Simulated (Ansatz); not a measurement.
LaOF:
```
LaOF
1.0
    2.02432     1.16874     6.74052
   -2.02432     1.16874     6.74052
    0.00000    -2.33749     6.74052
La O F
2 2 2
Direct
  0.74186   0.74186   0.74186
  0.25814   0.25814   0.25814
  0.62277   0.62277   0.62277
  0.37723   0.37723   0.37723
  0.87064   0.87064   0.87064
  0.12936   0.12936   0.12936
```

Relaxed with r²SCAN.

Map the electron localisation function on the plane through (0.742, 0.742, 0.742) spanned by u = [1, 0, 0] and v = [-1, 1, 1] in lattice vectors, from plane-wave PAW r²SCAN (Ansatz code).

x is the fraction of u, y of v (the angle between them is 54°; rows are the nearest grid lines); atoms in the plane: La at (0.00, 0.00), La at (0.03, 0.52), O at (0.76, 0.88), O at (0.27, 0.64), F at (0.26, 0.13), F at (0.78, 0.39).
```
y \ x   0.000  0.0833  0.194  0.278  0.361  0.444  0.556  0.639  0.722  0.806  0.917   1.00
------  -----  ------  -----  -----  -----  -----  -----  -----  -----  -----  -----  -----
1.00    0.001   0.741  0.097  0.525  0.697  0.229  0.282  0.773  0.767  0.140  0.749  0.001
0.925   0.748   0.649  0.727  0.021  0.104  0.067  0.221  0.814  0.609  0.820  0.518  0.748
0.850   0.246   0.674  0.378  0.038  0.006  0.007  0.091  0.670  0.795  0.543  0.488  0.246
0.775   0.063   0.198  0.447  0.305  0.086  0.008  0.009  0.185  0.607  0.790  0.634  0.063
0.700   0.083   0.321  0.796  0.823  0.670  0.157  0.005  0.007  0.030  0.099  0.220  0.083
0.625   0.817   0.388  0.821  0.253  0.827  0.475  0.020  0.027  0.011  0.378  0.819  0.817
0.550   0.037   0.717  0.179  0.819  0.826  0.609  0.043  0.432  0.298  0.064  0.837  0.037
0.450   0.831   0.471  0.851  0.063  0.418  0.396  0.041  0.732  0.777  0.803  0.308  0.831
0.375   0.259   0.831  0.811  0.172  0.022  0.065  0.021  0.467  0.784  0.533  0.434  0.259
0.300   0.032   0.063  0.073  0.033  0.012  0.013  0.010  0.036  0.523  0.810  0.706  0.032
0.225   0.027   0.423  0.807  0.637  0.082  0.010  0.012  0.011  0.021  0.061  0.114  0.027
0.150   0.469   0.098  0.750  0.659  0.694  0.042  0.044  0.028  0.039  0.629  0.813  0.469
0.0750  0.775   0.709  0.702  0.750  0.811  0.188  0.180  0.433  0.069  0.639  0.721  0.775
0.000   0.001   0.741  0.097  0.525  0.697  0.229  0.282  0.773  0.767  0.140  0.749  0.001
```

The density is the valence pseudo-density with augmentation charge, so density and ELF within about 1 Å of a nucleus are not all-electron values.

Space group R-3m. The workflow started from a Materials Project entry (that database holds measured and hypothetical structures alike); the Crystallography Open Database files this formula in space group No. 166, but the cells were not matched. Whether it is the stable phase at ambient conditions was not checked. Symmetry was held in the r²SCAN relaxation; whether a distortion lowers the energy is not shown. Spin–orbit coupling is left out wherever it is not named.

Potentials: the later of the program's two PAW sets.
